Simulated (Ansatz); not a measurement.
The start is a randomly generated symmetric cell of MgO (space group No. 76). A full variable-cell relaxation at zero pressure is run with PBEsol (plane waves to 420 eV, PAW, scalar-relativistic; Ansatz, a first-principles code). The first steps use a coarse 10×10×2 k-mesh.

Initial structure:
```
MgO
1.0
    2.33328     0.00000     0.00000
    0.00000     2.33328     0.00000
    0.00000     0.00000    20.40149
Mg O
4 4
Direct
  0.05154   0.42479   0.65150
  0.94846   0.57521   0.15150
  0.57521   0.05154   0.90150
  0.42479   0.94846   0.40150
  0.00247   0.98236   0.98239
  0.99753   0.01764   0.48239
  0.01764   0.00247   0.23239
  0.98236   0.99753   0.73239
```

```json
{
 "outcome": "The space group goes from P4₁ (No. 76) to Fm-3m (No. 225); the end is rock salt type, with 2 atoms in the primitive cell",
 "energy_released": "3.45 eV/atom",
 "volume_change": "-32.6 %, from 13.88 to 9.35 Å³/atom",
 "Shortest distances (start → end)": "The closest pairs of elements (up to four, under 3.6 Å), start → end: Mg–O 1.93 → 2.11 Å; Mg–Mg 2.33 → 2.98 Å; O–O 2.33 → 2.98 Å",
 "band_gap_at_the_end": "4.62 eV, direct at Γ (no spin-orbit coupling)",
 "optimiser_moves": "24"
}
```

The end point of the relaxation:

```cif
data_Mg4O4
_chemical_formula_sum 'Mg4 O4'
_space_group_name_H-M_alt 'Fm-3m'
_space_group_IT_number 225
_space_group_name_Hall '-F 4 2 3'
_cell_length_a 4.21413
_cell_length_b 4.21413
_cell_length_c 4.21413
_cell_angle_alpha 90.000
_cell_angle_beta 90.000
_cell_angle_gamma 90.000
loop_
_atom_site_label
_atom_site_type_symbol
_atom_site_symmetry_multiplicity
_atom_site_Wyckoff_symbol
_atom_site_fract_x
_atom_site_fract_y
_atom_site_fract_z
_atom_site_occupancy
Mg1 Mg 4 a 0.00000 0.00000 0.00000 1
O1 O 4 b 0.50000 0.50000 0.50000 1
```
(The calculation used a cell of 2 atoms; values per cell refer to that cell.)

Final values are on a 13×13×13 k-mesh of the relaxed cell. No spin polarisation in the result.

The run could not lose the symmetry of its start.
